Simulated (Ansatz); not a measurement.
SiGe in space group P-6m2 (No. 187; Ge on 1a, Si on 1f), the program Ansatz at the PBEsol level (PAW), all energies at zero smearing, with the estimated change up to a 700 eV cutoff added, with one set of potentials and settings (totals compare only within such a set). Cell of 2 atoms (1 Ge, 1 Si): -4874.298 eV.

```csv
element,reference phase,E (eV/atom)
Ge,"Fd-3m, 2 atoms in the cell",-4253.4978
Si,"Fd-3m, 2 atoms in the cell",-621.4920
```

Formation energy per atom, worked out: (-4874.298 − 1×(-4253.4978) − 1×(-621.4920))/2 = 0.346 eV/atom (33 kJ per mol of atoms), at 0 K, without zero-point energy or fitted corrections.

The cell is a constructed one: a structure type filled with these elements; neither database checked (COD, Materials Project) lists it. Whether it is the stable phase at ambient conditions was not checked. The cell was relaxed with PBEsol under the symmetry of its start; of distortions, only those at the zone centre were tested. The references are the lowest solids computed at this level, not always the standard phases.

Potentials: the later of the program's two PAW sets.
